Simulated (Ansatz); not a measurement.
**Calculation log, HgTe (F-43m) (elastic constants by finite strains)**

Level of theory: PBEsol, PAW on Ansatz 0.2.0's default frozen-core files (fitted under PBE), scalar-relativistic.

Cell and atoms were relaxed beforehand by PAW with this functional.

Command:

```sh
ansatz run input.yaml --threads 1 --pin off --max-ram 2048MiB --backend cpu --events-out ev --progress --plain --runs-dir out
```

input.yaml:

```yaml
crystal:
  lattice:
    - [0.0, 3.25472119758, 3.25472119758]
    - [3.25472119758, 0.0, 3.25472119758]
    - [3.25472119758, 3.25472119758, 0.0]
  atoms:
    - { symbol: Hg, position: [0.0, 0.0, 0.0] }
    - { symbol: Te, position: [0.75, 0.75, 0.75] }
kpoints:
  mp_grid: { grid: [12, 12, 12] }
scf:
  occupations: { method: fermi_dirac, width: 0.05 }
hamiltonian:
  xc: pbesol
  pseudopotentials: { kind: paw }
elastic:
  mode: relaxed_ion
  stencil: two_point
  amplitude: 0.005
```

Output:

```
Warning: RAYON_NUM_THREADS=1 ignored (pool sized by the plan → 1); use --threads N
Engine: ansatz 0.2.0, aarch64-unknown-linux-gnu
Pseudopotentials: kind: paw
Pseudopotential: Hg, paw, valence charge 20, recommended cutoff 420 eV (normal), Hg.paw.azcp
Pseudopotential: Te, paw, valence charge 16, recommended cutoff 420 eV (normal), Te.paw.azcp
Functional definition: PBEsol
  exchange = pbesol_x
  correlation = pbesol_c
Crystal: 2 atoms, lattice volume = 68.956 Å³
Basis set: ecut = 420 eV, 1363 PW (Γ), exchange–correlation on 64×64×64 points (8 copies of the dense FFT grid, shifted against one another)
Bands: 22, of which v1, the nominal top of the filled ones, is band 18 counted from 1 (17 counted from 0)
Symmetry: 24 space group operations
Space group: F-43m (ITA 216), of the structure as read, at distance tolerance 4.1e-5 Å
k-points: 72 of 1728 (time reversal used)
Non-local potential: Hg, projectors of the file, l = 0: 3, l = 1: 2, l = 2: 2, l = 3: 1
Non-local potential: Te, projectors of the file, l = 0: 2, l = 1: 2, l = 2: 2, l = 3: 2
PAW form: soft (Blöchl's): semilocal exchange-correlation on the pseudo side does not see the compensation charge
PAW frozen core: Hg, regenerated for the run's functional, and the local potential with it (the file was generated under x = pbe(κ = 0.804, μ = 0.2195149727645171), c = pbe(β = 0.06672455060314922))
PAW frozen core: Te, regenerated for the run's functional, and the local potential with it (the file was generated under x = pbe(κ = 0.804, μ = 0.2195149727645171), c = pbe(β = 0.06672455060314922))
PAW one-centre angular grid: Hg, 590 points (default); XC on 64 Gauss nodes
PAW one-centre angular grid: Te, 590 points (default); XC on 64 Gauss nodes
Initial density: superposition of atomic densities (neutral atoms: chi_scale 0, normalization atom), corrected by the library's trained network
Initial wavefunctions: pseudopotential atomic-orbital guess
Functional: x = pbesol(κ = 0.804, μ = 0.12345679012345678), c = pbesol(β = 0.046)
SCF iter   1: F=—  HF=-20569.817469 eV  |F-HF|=—  |Δ(HF+E_count)|=         —  Δρ=2.70e-3  dr2=8.05e-3  ethr=1.77e-3  ⟨swp⟩=6.1  Hψ=7516  notcnv=0
preconditioner: auto → none  [insulator: Δε(μ)=0.382 eV  Ē_g=10.435 eV  σ=0.050 eV  W_gap=0.88  n_scr=14 (ndim 8)  ℏωp=19.0 eV  f_vac=0.187  D(μ)=0.02/eV (n_scr^D=0)  ε∞_Penn≈4.3]
SCF iter   2: F=—  HF=-20569.815214 eV  |F-HF|=—  |Δ(HF+E_count)|=   2.26e-3  Δρ=8.15e-4  dr2=3.08e-4  ethr=2.24e-5  ⟨swp⟩=2.9  Hψ=3555  notcnv=0
SCF iter   3: F=—  HF=-20569.815442 eV  |F-HF|=—  |Δ(HF+E_count)|=   2.29e-4  Δρ=4.09e-4  dr2=7.35e-5  ethr=8.54e-7  ⟨swp⟩=2.0  Hψ=2144  notcnv=0
SCF iter   4: F=—  HF=-20569.815522 eV  |F-HF|=—  |Δ(HF+E_count)|=   7.99e-5  Δρ=1.63e-4  dr2=2.11e-5  ethr=2.04e-7  ⟨swp⟩=2.0  Hψ=2234  notcnv=0
SCF iter   5: F=—  HF=-20569.815529 eV  |F-HF|=—  |Δ(HF+E_count)|=   6.09e-6  Δρ=2.03e-5  dr2=1.72e-7  ethr=5.85e-8  ⟨swp⟩=2.0  Hψ=2161  notcnv=0
SCF iter   6: F=—  HF=-20569.815529 eV  |F-HF|=—  |Δ(HF+E_count)|=   9.85e-9  Δρ=3.75e-6  dr2=7.58e-9  ethr=4.78e-10  ⟨swp⟩=2.0  Hψ=2237  notcnv=0
[... 98 lines left out ...]
SCF iter   6: F=—  HF=-20569.815414 eV  |F-HF|=—  |Δ(HF+E_count)|=  3.64e-11  Δρ=2.06e-7  dr2=2.90e-11  ethr=6.43e-13 (applied; sched 1.00e-12)  ⟨swp⟩=2.7  Hψ=10259  notcnv=0
SCF iter   7: F=—  HF=-20569.815414 eV  |F-HF|=—  |Δ(HF+E_count)|=  7.28e-12  Δρ=5.16e-8  dr2=1.41e-12  ethr=8.06e-14 (applied; sched 1.00e-12)  ⟨swp⟩=2.0  Hψ=8398  notcnv=0
SCF iter   8: F=-20569.815414 eV  HF=-20569.815414 eV  |F-HF|=3.64e-12  |Δ(HF+E_count)|=  3.64e-12  Δρ=1.04e-8  dr2=6.54e-14  ethr=1.00e-12  ⟨swp⟩=5.4  Hψ=23280  notcnv=0
SCF 9 converged in 8 iterations: F = -20569.815414 eV  dr2 = 6.54e-14
relax step   2: F+E_penalty+E_count = -20569.81541369 eV  Δ(F+E_penalty+E_count) = -8.421e-5 eV  max|allowed force component| = 3.430e-6 eV/Å  Δτ_max = 0.0035 Å  (8 SCF iters, accepted)
iter 1 solved again at ethr=1.00e-12 eV; its pass at ethr=3.10e-3 eV (dr2=1.85e-13 eV) is discarded
SCF iter   1: F=—  HF=-20569.815414 eV  |F-HF|=—  |Δ(HF+E_count)|=         —  Δρ=2.16e-8  dr2=1.79e-13  ethr=1.00e-12  ⟨swp⟩=2.0  Hψ=33180  notcnv=0
SCF iter   2: F=-20569.815414 eV  HF=-20569.815414 eV  |F-HF|=3.64e-12  |Δ(HF+E_count)|=   4.93e-7  Δρ=1.15e-8  dr2=9.06e-14  ethr=1.00e-12  ⟨swp⟩=3.0  Hψ=27435  notcnv=0
SCF 10 converged in 2 iterations: F = -20569.815414 eV  dr2 = 9.06e-14
SCF converged after 9 iterations
Free energy (F): -20569.815529 eV
Harris-Foulkes:  -20569.815529 eV  (|F-HF|=3.64e-12)
Internal energy: -20569.815262 eV  (E = F + TS)
E sigma→0 (E₀):  -20569.815395 eV
Entropy (-TS):   -0.000267 eV (-0.133 meV/atom)
Fermi energy:    8.350133 eV
--- Per-component energies (eV) ---
  E_band       = -785.356002
  E_kinetic    = 784.156591
  E_local      = -4854.050630  (includes V_loc(G=0)·N_el)
  E_nonlocal   = -231.611225
  E_hartree    = 2352.448898
  E_xc         = -341.855376
  E_vxc        = -365.276066  (∫ρ·V_xc dr)
  E_paw        = -14385.277614  (= ΣΔE_a)
  E_vpaw       = -823.473169  (= ΣTr[D̂ρ^β])
  E_aug_tail   = 0.000716  (compensation charges beyond the density's cutoff)
  E_ewald      = -3894.330089
  E_core_change = 0.703466  (= ΣΔE_core)
  E_smearing   = -0.000267  (= −TS)
  E_closure    = 0.000000  (closes the sum)
  Σ components = -20569.815529   (vs F -20569.815529, Δ=0.00e0)
--- Forces (eV/Å), atoms counted from 1 ---
  atom   1  Hg    -0.00000000     0.00000000    -0.00000000
  atom   2  Te     0.00000000    -0.00000000    -0.00000000
  max |Σ_I F_I| component: 9.25e-17 eV/Å
--- Stress (GPa, compression-positive) ---
       -0.000740      -0.000000      -0.000000
       -0.000000      -0.000740       0.000000
       -0.000000       0.000000      -0.000740
  P = ⅓ Tr σ = -0.0007 GPa (-0.007 kbar)
--- Elastic constants: 2 strain directions × 2 members + reference (group order 24) ---
  dense FFT box of the reference and of every strained cell: 32×32×32
  strains applied: 11, 23; error gains: componentwise 1.00 (the most a stress slope's error grows in a printed constant), spectral 1.73 (1 for all six strains in a standard setting)
  C = ∂σ_k/∂η_j (tension-positive GPa; Voigt order 11 22 33 23 13 12):
        52.742     36.785     36.785      0.000      0.000      0.000
        36.785     52.742     36.785      0.000     -0.000     -0.000
        36.785     36.785     52.742      0.000     -0.000     -0.000
        -0.000      0.000      0.000     21.108      0.000     -0.000
        -0.000     -0.000     -0.000      0.000     21.108      0.000
         0.000     -0.000      0.000     -0.000      0.000     21.108
  reference stress σ⁰ (GPa):      0.001      0.001      0.001     -0.000      0.000      0.000
  C* (energy form; C + prestress term) asymmetry max|C*_kj − C*_jk| = 2.132e-14 GPa — a small one proves nothing (zero by symmetry where the batch's group is 432, −43m or m−3m); a large one is finite-difference/SCF noise where ...
  moduli (Voigt/Reuss/Hill, GPa): K = 42.10/42.10/42.10   G = 15.86/12.73/14.29   E = 38.52   ν = 0.348
  mechanically stable: yes (min eigenvalue of sym C = 15.96 GPa)
  strain η (Voigt 11):  stress-route row diagonal C_11 = 52.74 GPa, energy-path curvature d²(F+E_count+ΔE)/dδ²/Ω₀ = 52.76 GPa
         δ    σ_11 (GPa)             F (eV)   n_scf  n_hpsi   n_pw
    -5.000e-3      -0.2650      -20569.8152425       8   64741   1363   relax 0 steps, max|allowed force component| 2.08e-17 eV/Å
     5.000e-3       0.2624      -20569.8152438       8   64625   1371   relax 0 steps, max|allowed force component| 2.08e-17 eV/Å
  strain η (Voigt 23):  stress-route row diagonal C_44 = 21.11 GPa, energy-path curvature d²(F+E_count+ΔE)/dδ²/Ω₀ = 21.12 GPa
         δ    σ_23 (GPa)             F (eV)   n_scf  n_hpsi   n_pw
    -5.000e-3      -0.1055      -20569.8154137       2   63059   1365   relax 3 steps, max|allowed force component| 4.28e-7 eV/Å
     5.000e-3       0.1055      -20569.8154137       2   62895   1365   relax 2 steps, max|allowed force component| 3.43e-6 eV/Å
```

The calculation finished and met its thresholds.

Elastic moduli:

Elastic constants of a crystal by Kohn-Sham DFT: slopes of the stress over finite engineering strains of the given cell, Voigt indices, Cartesian axes as in the input; Hill averages of a grain aggregate, Debye temperature from the mean sound speed over directions.

```
Bulk modulus                     : 42.1 GPa
Shear modulus                    : 14.29 GPa
Young modulus                    : 38.52 GPa
Poisson ratio                    : 0.3475
Bulk over shear modulus          : 2.946
Elastic anisotropy index         : 1.228
Least young modulus              : 22.51 GPa
Largest young modulus            : 54.26 GPa
Longitudinal sound speed         : 2782 m/s
Transverse sound speed           : 1345 m/s
Elastic debye temperature        : 136.4 K
Linear compressibility (x, y, z) : 7.917, 7.917, 7.917 1/TPa
Zener ratio                      : 2.646
Cauchy pressure                  : 15.68 GPa
```

**Strained cells**

Stress of each strained cell less that at rest, tension positive.

| strain component | strain | stress xx (GPa) | stress yy (GPa) | stress zz (GPa) | stress yz (GPa) | stress xz (GPa) | stress xy (GPa) | relaxation steps |
| --- | --- | --- | --- | --- | --- | --- | --- | --- |
| xx | -0.005 | -0.2657 | -0.1872 | -0.1872 | 0 | 0 | 0 | 0 |
| xx | 0.005 | 0.2617 | 0.1807 | 0.1807 | 0 | 0 | 0 | 0 |
| yz | -0.005 | 0.0001 | 0.0002 | 0.0002 | -0.1055 | 0 | 0 | 3 |
| yz | 0.005 | 0.0001 | 0.0002 | 0.0002 | 0.1055 | 0 | 0 | 2 |

**Elastic constants**

```json
{
  "Pressure at rest": "-0.001 GPa",
  "Least elastic eigenvalue": "15.96 GPa",
  "Elastically stable": "yes"
}
```

| index | elastic (GPa) |
| --- | --- |
| 11 | 52.74 |
| 12 | 36.79 |
| 44 | 21.11 |

Limits of these numbers: frozen-core PAW files fitted under PBE, their cores solved anew for the functional of the run; the gap is closed or tiny at this level, so small that the run used smearing; responses move with mesh and smearing; no spin-orbit coupling on heavy atoms.

It took 5.7 min on 1 thread of Arm Neoverse V1 (shared host), peak memory 0.68 GiB.
